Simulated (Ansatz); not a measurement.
Diamond alloy of Si and Sn (16 of 64 Si sites exchanged), 64 atoms

Ansatz, PAW, plane waves. PBEsol relaxation of volume and atoms (shape held) at the single k point (½, ½, ½); single points on the relaxed atoms at the Γ point alone, onto which points of the small cell's zone fold. Arrangement: quasirandom. No spin–orbit coupling unless named.

Relaxed structure:

```cif
data_structure
_symmetry_space_group_name_H-M 'P 1'
_symmetry_Int_Tables_number 1
_cell_length_a 11.4079
_cell_length_b 11.4079
_cell_length_c 11.4079
_cell_angle_alpha 90.000
_cell_angle_beta 90.000
_cell_angle_gamma 90.000
_cell_volume 1484.61
loop_
_atom_site_label
_atom_site_type_symbol
_atom_site_fract_x
_atom_site_fract_y
_atom_site_fract_z
_atom_site_occupancy
Sn1 Sn 0.00564 0.00392 0.99176 1
Sn2 Sn 0.00867 0.49874 0.01224 1
Sn3 Sn 0.50158 0.00014 0.00669 1
Sn4 Sn 0.51125 0.49334 0.01193 1
Sn5 Sn 0.12339 0.10516 0.62908 1
Sn6 Sn 0.63254 0.61738 0.61010 1
Sn7 Sn 0.25401 0.25051 0.00278 1
Sn8 Sn 0.26206 0.24710 0.49383 1
Sn9 Sn 0.87056 0.86747 0.13651 1
Sn10 Sn 0.35903 0.62558 0.87959 1
Sn11 Sn 0.87070 0.12361 0.37829 1
Sn12 Sn 0.87179 0.63060 0.86768 1
Sn13 Sn 0.98667 0.25791 0.75145 1
Sn14 Sn 0.50147 0.24835 0.74641 1
Sn15 Sn 0.50206 0.76428 0.74568 1
Sn16 Sn 0.11478 0.39018 0.36618 1
Si1 Si 0.99900 0.97945 0.49567 1
Si2 Si 0.98563 0.51371 0.50616 1
Si3 Si 0.50252 0.99750 0.49502 1
Si4 Si 0.49215 0.49687 0.48616 1
Si5 Si 0.12726 0.12401 0.13832 1
Si6 Si 0.13504 0.63419 0.13786 1
Si7 Si 0.12161 0.62956 0.61821 1
Si8 Si 0.62638 0.13660 0.13330 1
Si9 Si 0.63033 0.11653 0.61572 1
Si10 Si 0.63004 0.63301 0.13882 1
Si11 Si 0.23892 0.75917 0.01309 1
Si12 Si 0.25139 0.74894 0.49726 1
Si13 Si 0.74904 0.24708 0.00653 1
Si14 Si 0.73984 0.25837 0.50315 1
Si15 Si 0.73774 0.74932 0.00232 1
Si16 Si 0.75855 0.75906 0.48776 1
Si17 Si 0.37958 0.37347 0.14536 1
Si18 Si 0.37634 0.39103 0.62105 1
Si19 Si 0.36789 0.86913 0.13626 1
Si20 Si 0.37041 0.88250 0.61081 1
Si21 Si 0.86639 0.36814 0.13058 1
Si22 Si 0.86351 0.38323 0.61523 1
Si23 Si 0.87735 0.87321 0.62184 1
Si24 Si 0.25060 0.99614 0.25652 1
Si25 Si 0.25925 0.98258 0.75313 1
Si26 Si 0.26169 0.51408 0.24752 1
Si27 Si 0.23967 0.50133 0.73498 1
Si28 Si 0.73033 0.00183 0.25373 1
Si29 Si 0.75421 0.99939 0.74504 1
Si30 Si 0.75057 0.50097 0.25596 1
Si31 Si 0.74984 0.48579 0.74835 1
Si32 Si 0.38970 0.11378 0.36523 1
Si33 Si 0.36946 0.11295 0.86789 1
Si34 Si 0.37679 0.62907 0.37520 1
Si35 Si 0.85719 0.12684 0.87633 1
Si36 Si 0.87557 0.62779 0.37546 1
Si37 Si 0.99461 0.24829 0.23977 1
Si38 Si 0.01019 0.74012 0.26327 1
Si39 Si 0.00839 0.75734 0.73900 1
Si40 Si 0.50373 0.24919 0.25539 1
Si41 Si 0.49853 0.75076 0.25666 1
Si42 Si 0.13222 0.38244 0.86623 1
Si43 Si 0.12859 0.86832 0.37698 1
Si44 Si 0.13396 0.86647 0.86812 1
Si45 Si 0.62025 0.37535 0.37453 1
Si46 Si 0.64049 0.36697 0.87870 1
Si47 Si 0.61998 0.87465 0.37563 1
Si48 Si 0.64005 0.88118 0.87629 1
```

Task: What are the mean bond lengths by pair (pairs within 1.2 times the sum of covalent radii, less contacts 15 % beyond the pair's median; cation–cation pairs of compounds aside; long ionic contacts are cut short by that bound)?

Result: Si–Si 2.389 ± 0.032 Å (standard deviation, 72 bonds); Si–Sn 2.561 ± 0.018 Å (standard deviation, 48 bonds); Sn–Sn 2.738 ± 0.012 Å (standard deviation, 8 bonds).

Task: What gap lies between the top filled and the lowest empty level in the single points?

Result: HSE06 0.89 eV (8.1 min on 7 threads of Neoverse-V2). An indirect band minimum needn't fold onto Γ of this cell; where it doesn't, these gaps are too wide.
